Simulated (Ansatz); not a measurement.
Space group P6_3/mmc (No. 194). a = 3.939 Å, b = 3.939 Å, c = 6.457 Å, α = 90.00°, β = 90.00°, γ = 120.00°
| atom | site | symmetry | x | y | z |
| --- | --- | --- | --- | --- | --- |
| Ca | 2c | -6m2 | 0.3333 | 0.6667 | 0.2500 |

Equation of state of this Ca structure (not necessarily the ground state), with shape and atoms relaxed at each volume where symmetry leaves them free. It has no gap at any of these volumes. Level of theory: DFT r2SCAN, scalar-relativistic, plane waves, PAW in Ansatz.

Cutoff 500 eV; k points 12×12×8 on the computed 2-atom cell (Γ-centred); Gaussian smearing, width 0.10 eV; no spin polarisation.

```json
{"V (Å³/atom)": "38.172", "E − E(largest V) (meV/atom)": "19.80", "P (GPa)": "2.77"}
{"V (Å³/atom)": "39.474", "E − E(largest V) (meV/atom)": "0.87", "P (GPa)": "1.95"}
{"V (Å³/atom)": "40.775", "E − E(largest V) (meV/atom)": "-11.76", "P (GPa)": "1.22"}
{"V (Å³/atom)": "42.076", "E − E(largest V) (meV/atom)": "-18.85", "P (GPa)": "0.58"}
{"V (Å³/atom)": "43.378", "E − E(largest V) (meV/atom)": "-21.06", "P (GPa)": "0.01"}
{"V (Å³/atom)": "44.679", "E − E(largest V) (meV/atom)": "-18.95", "P (GPa)": "-0.49"}
{"V (Å³/atom)": "45.980", "E − E(largest V) (meV/atom)": "-13.03", "P (GPa)": "-0.93"}
{"V (Å³/atom)": "47.716", "E − E(largest V) (meV/atom)": "0.00", "P (GPa)": "-1.44"}
```

Fit a third-order Birch–Murnaghan equation to E(V).

V0 = 43.36 Å³/atom, B0 = 18 GPa, B0' = 3.2.

This form isn't the element's structure at ambient conditions.

Cost: 8 runs of about 4.1 core-minutes in all, on Oxide Virtual Turin-like Processor (Zen 5) (shared hosts).